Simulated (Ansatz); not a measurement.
ZnS:
```
CELL_PARAMETERS angstrom
      1.90452     1.09957    18.69059
     -1.90452     1.09957    18.69059
      0.00000    -2.19915    18.69059
ATOMIC_POSITIONS crystal
  Zn 0.55559 0.55559 0.55559
  Zn 0.16667 0.16667 0.16667
  Zn 0.38902 0.38902 0.38902
  Zn 0.27785 0.27785 0.27785
  Zn 0.00009 0.00009 0.00009
  Zn 0.77784 0.77784 0.77784
  S  0.59728 0.59728 0.59728
  S  0.04178 0.04178 0.04178
  S  0.43063 0.43063 0.43063
  S  0.20829 0.20829 0.20829
  S  0.31945 0.31945 0.31945
  S  0.81946 0.81946 0.81946
```

Relaxed with r²SCAN. Independent-particle spectrum: no excitons, no local fields, no scissors shift; 0.1 eV broadening; ε₁ of the summed bands alone.

Q: Tabulate the dielectric function from plane-wave PAW r²SCAN (Ansatz code).

A: 

| E (eV) | ε₁ xx | ε₂ xx | ε₁ zz | ε₂ zz |
|---|---|---|---|---|
| 0.0 | 5.52 | 0.00 | 5.55 | 0.00 |
| 0.5 | 5.55 | 0.00 | 5.58 | 0.00 |
| 1.0 | 5.63 | 0.00 | 5.67 | 0.00 |
| 1.5 | 5.80 | 0.00 | 5.83 | 0.00 |
| 2.0 | 6.06 | 0.00 | 6.10 | 0.00 |
| 2.5 | 6.52 | 0.00 | 6.56 | 0.00 |
| 3.0 | 7.14 | 0.56 | 7.24 | 0.56 |
| 3.5 | 7.47 | 0.89 | 7.54 | 0.94 |
| 4.0 | 8.21 | 1.23 | 8.22 | 1.29 |
| 4.5 | 10.03 | 2.15 | 9.68 | 1.96 |
| 5.0 | 8.83 | 5.50 | 9.86 | 6.04 |
| 5.5 | 8.29 | 5.57 | 8.38 | 7.38 |
| 6.0 | 10.31 | 8.50 | 7.89 | 8.86 |
| 6.5 | 3.97 | 14.33 | 3.97 | 11.56 |
| 7.0 | 0.46 | 9.26 | 0.51 | 8.90 |
| 7.5 | 0.76 | 7.72 | 0.33 | 7.27 |
| 8.0 | -0.29 | 9.25 | 0.82 | 8.23 |
| 8.5 | -2.94 | 7.08 | -3.37 | 7.80 |
| 9.0 | -2.82 | 4.88 | -2.85 | 4.86 |
| 9.5 | -2.45 | 3.78 | -2.63 | 3.64 |
| 10.0 | -1.96 | 2.92 | -2.13 | 2.87 |
| 10.5 | -1.53 | 2.79 | -1.30 | 2.47 |
| 11.0 | -1.52 | 2.67 | -1.36 | 2.68 |
| 11.5 | -1.73 | 2.16 | -1.70 | 2.27 |
| 12.0 | -1.48 | 1.64 | -1.51 | 1.83 |

Q: From ε at 3.7 eV (xx: 7.70 + 1.01i), find n, k, the normal reflectivity and the absorption coefficient.

A: n = 2.78, k = 0.182, R = 22 %, α = 2kE/ħc = 68000 cm⁻¹.

With all bands, ε∞ without local fields is 5.61 (xx = yy), 5.64 (zz).

Space group R3m. The workflow started from a Materials Project entry (that database holds measured and hypothetical structures alike); the Crystallography Open Database files this formula in space group No. 160, but the cells were not matched. It is not the phase usual at ambient conditions (space group No. 186, 216). The cell was relaxed with r²SCAN under the symmetry of its start; whether a distortion lowers the energy is not shown.

Potentials: the later of the program's two PAW sets.
